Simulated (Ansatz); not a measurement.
## 4 guesses for CdS₄ and where they end

Computed with Ansatz 0.2.0, DFT PBE, scalar-relativistic, plane waves, PAW. Settings: cutoff 420 eV, Γ-centred meshes spaced at most about 0.3 Å⁻¹, and about 0.25 Å⁻¹ or finer for metals (2π included), Gaussian smearing. No spin polarisation in the final relaxations.

Each guess was relaxed in cell and atoms at zero pressure, within the symmetry of its start. All energies are static (0 K, no zero-point motion). Coordination counts S atoms around Cd (those within 1.25 times the shortest such distance or 1.15 times the sum of covalent radii, 1.27 where that leaves under three).

| guess | made from | start group | V start (Å³/atom) | end group | V end (Å³/atom) | coordination at the end | gap on mesh (eV) | E over the lowest end (meV/atom) |
| --- | --- | --- | --- | --- | --- | --- | --- | --- |
| 1 | Co4H type | P-3m1 | 21.2 | P-3m1 | 19.4 | Cd 6 | 0 | 318 |
| 2 | random cell | P4/mmm | 27.0 | P4/mmm | 23.4 | Cd 8 | 0 | 0 |
| 3 | random cell | P6/mmm | 26.8 | ? | ? | ? | ? | ? |
| 4 | MnGa4 type | Im-3m | 23.2 | Im-3m | 22.3 | Cd 8 | 0 | 668 |

Guess 3 as it starts:

```yaml
crystal:
  lattice:
    - [3.94846, 0.00000, 0.00000]
    - [-1.97423, 3.41947, 0.00000]
    - [0.00000, 0.00000, 9.91081]
  atoms:
    - { symbol: Cd, position: [0.00000, 0.00000, 0.00000] }
    - { symbol: S, position: [0.50000, 0.00000, 0.00000] }
    - { symbol: S, position: [0.00000, 0.50000, 0.00000] }
    - { symbol: S, position: [0.50000, 0.50000, 0.00000] }
    - { symbol: S, position: [0.00000, 0.00000, 0.50000] }
```

Task: Fill in the missing row: what does this guess relax into, and where does it rank?

Result: It ends in space group P6/mmm (No. 191), with a = 5.419 Å, c = 5.023 Å, 25.5 Å³/atom and no gap; its coordination is Cd 8. It lies 0.72 eV/atom over the lowest end, above guess 4 and so the highest of the set. Counting S atoms around Cd, this end and the lowest (guess 2) both have Cd 8. The lowest (guess 2) holds S–S pairs (shortest 1.98 Å); in this end the shortest S–S distance is 2.71 Å.

```xyz
5
Lattice="5.4186 0.0000 0.0000 -2.7093 4.6927 0.0000 0.0000 0.0000 5.0233" Properties=species:S:1:pos:R:3 pbc="T T T"
Cd    0.0000    0.0000    0.0000
S     2.7093    0.0000    0.0000
S    -1.3547    2.3463    0.0000
S     1.3547    2.3463    0.0000
S     0.0000    0.0000    2.5116
```

The zero of energy is the elements' standard structures at the same level; no fitted shifts are applied.

Task: Is the lowest end bound against the elements?

Result: No: its formation energy is +0.10 eV/atom. It can't be a ground state, since the elements alone are lower.

A magnetic state wasn't ruled out in cells without spin, among them Im-3m, P6/mmm. The reference form of S is held partly by dispersion forces, which this level lacks. Cells relaxed within their symmetry can be saddle points. A lower structure may well exist outside this small set. Some types were kept out of the candidates beforehand, so the set may lack a known form.
